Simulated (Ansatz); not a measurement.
NbTc in space group Cmmm (No. 65; Nb on 2a, Tc on 2c), plane-wave PAW r²SCAN (Ansatz code), all energies at zero smearing, with the estimated change up to a 700 eV cutoff added, with one set of potentials and settings (totals compare only within such a set). Cell of 2 atoms (1 Nb, 1 Tc): -9973.609 eV.

```json
[
 {"element": "Nb", "reference phase": "Im-3m, 1 atoms in the cell", "E (eV/atom)": "-4563.6321"},
 {"element": "Tc", "reference phase": "P6_3/mmc, 2 atoms in the cell", "E (eV/atom)": "-5409.6038"}
]
```

Formation energy per atom, worked out: (-9973.609 − 1×(-4563.6321) − 1×(-5409.6038))/2 = -0.187 eV/atom (-18 kJ per mol of atoms), at 0 K, without zero-point energy or fitted corrections.

The workflow started from a Materials Project entry (that database holds measured and hypothetical structures alike); the Crystallography Open Database copy checked does not list it. With Nb and Tc taken as one species the cell has the higher symmetry Im-3m, so it may be an ordered model of a mixed-site phase. Whether it is the stable phase at ambient conditions was not checked. The cell was relaxed with r²SCAN under the symmetry of its start; whether a distortion lowers the energy is not shown. No spin polarisation was allowed. The references are the lowest solids computed at this level, not always the standard phases.

Potentials: the later of the program's two PAW sets.
